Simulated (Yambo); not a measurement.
G0W0@LDA for Li$_{4}$WO$_{5}$ (space group I4, No. 79) in Yambo. Reference settings: 4×4×4 Γ-centred k mesh, bands 6 to 106 and a 6 Ry block in the screening, 106 bands in G with the Bruneval-Gonze terminator, plasmon pole fitted at 27.2 eV. The LDA gap (0.25, -0.25, 0.25) → X on this mesh is 3.19 eV; G0W0 gaps are taken between the same points.

With and without the terminator, as bands are cut:

```json
[
 {"bands in G (in W)": "39 (39)", "gap, terminator (eV)": "5.948", "gap, none (eV)": "6.164", "valence shift, terminator (eV)": "-0.588", "valence shift, none (eV)": "-0.270"},
 {"bands in G (in W)": "51 (51)", "gap, terminator (eV)": "5.658", "gap, none (eV)": "5.870", "valence shift, terminator (eV)": "-0.535", "valence shift, none (eV)": "-0.212"},
 {"bands in G (in W)": "67 (67)", "gap, terminator (eV)": "5.508", "gap, none (eV)": "5.659", "valence shift, terminator (eV)": "-0.556", "valence shift, none (eV)": "-0.257"},
 {"bands in G (in W)": "86 (86)", "gap, terminator (eV)": "5.458", "gap, none (eV)": "5.577", "valence shift, terminator (eV)": "-0.615", "valence shift, none (eV)": "-0.345"},
 {"bands in G (in W)": "106 (106)", "gap, terminator (eV)": "5.425", "gap, none (eV)": "5.523", "valence shift, terminator (eV)": "-0.658", "valence shift, none (eV)": "-0.427"}
]
```

Over this range the gap spans 0.523 eV with the terminator and 0.641 eV without, the valence shift 0.123 eV and 0.215 eV. Neither column has reached its limit for certain.

Spin-orbit coupling is not included.

Geometry of the Materials Project entry, not relaxed at this level; primitive cell a = 5.059 Å, b = 5.059 Å, c = 5.059 Å, α = 99.48°, β = 99.48°, γ = 132.12°.

The structure is a Materials Project entry; no match was found in the copy of COD used, and its stability was not checked.

A shift is the quasiparticle energy of the state minus its LDA energy.
